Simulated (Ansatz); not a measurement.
An elastic tensor (GPa, Voigt order, standard axes) from the program Ansatz at the r²SCAN level (PAW):

|  | 1 | 2 | 3 | 4 | 5 | 6 |
|---|---|---|---|---|---|---|
| 1 | 72.8 | 54.4 | 54.4 | 0.0 | 0.0 | 0.0 |
| 2 | 54.4 | 72.8 | 54.4 | 0.0 | 0.0 | 0.0 |
| 3 | 54.4 | 54.4 | 72.8 | 0.0 | 0.0 | 0.0 |
| 4 | 0.0 | 0.0 | 0.0 | 25.8 | 0.0 | 0.0 |
| 5 | 0.0 | 0.0 | 0.0 | 0.0 | 25.8 | 0.0 |
| 6 | 0.0 | 0.0 | 0.0 | 0.0 | 0.0 | 25.8 |

Task: Which compound is it?
(A) Al, fcc (Cu type)
(B) Pd, fcc (Cu type)
(C) CdS, zinc blende
(D) Nb, bcc (W type)

Result: C, CdS, zinc blende

Space group F-43m (zinc blende). The r²SCAN relaxation kept the symmetry of its start; phonons on a q-mesh show no instability.

Potentials: the later of the program's two PAW sets.
